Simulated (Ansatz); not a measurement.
Harmonic vibrational thermodynamics of TiS2 (CdI2 type, P-3m1) at fixed volume, PBE+D3(BJ) in the plane-wave PAW code Ansatz. The rows extrapolate the 0 K crystal and know nothing of melting or changes of phase.

```
T (K)  F_vib (meV/atom)  S (J/K per mol of atoms)  C_V (J/K per mol of atoms)
-----  ----------------  ------------------------  --------------------------
50                 43.6                       1.6                         3.7
100                41.6                       6.4                        11.1
200                29.2                      17.2                        19.4
300                 6.8                      25.7                        22.2
400                   ?                         ?                        23.3
600              -100.8                      41.9                        24.2
800                   ?                         ?                        24.5
1000             -302.6                         ?                           ?
```

Problem. Some entries are withheld; supply them.

Solution. 
- 400, S (J/K per mol of atoms): 32.3
- 400, F_vib (meV/atom): -23.4
- 800, F_vib (meV/atom): -195.3
- 800, S (J/K per mol of atoms): 48.9
- 1000, S (J/K per mol of atoms): 54.4
- 1000, C_V (J/K per mol of atoms): 24.7

Symmetry was held in the PBE+D3(BJ) relaxation. No spin polarisation was allowed.

Potentials: the later of the program's two PAW sets.
